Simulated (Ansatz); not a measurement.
MoS$_{2}$ (fluorite, Fm-3m) at seven volumes, the program Ansatz at the r²SCAN level (PAW), scaled uniformly. One row is withheld.

| V (Å³/atom) | P (GPa) |
|---|---|
| 15.302 | 16.64 |
| 15.807 | 10.20 |
| 16.311 | 4.69 |
| 16.815 | -0.01 |
| 17.320 | -4.02 |
| 17.824 | ? |
| 18.329 | -10.31 |

Task: Fit the shown pressures and predict the withheld one.

Result: P = (3/2)B₀(x^(7/2) − x^(5/2))[1 + (3/4)(B′ − 4)(x − 1)] with x = (V₀/V)^(2/3). Least squares on the six rows gives V₀ = 16.815 Å³/atom, B₀ = 144 GPa, B′ = 4.31. At V = 17.824, x = 0.9619 and P = -7.40 GPa. The run itself gave -7.43 GPa.

The cell is a constructed one: a structure type filled with these elements; neither database checked (COD, Materials Project) lists it. It is not the phase usual at ambient conditions (space group No. 160, 194). Symmetry was held in the r²SCAN relaxation; its stability against distortions is not shown here. The run is not spin-polarised.

Potentials: the earlier of the program's two PAW sets.
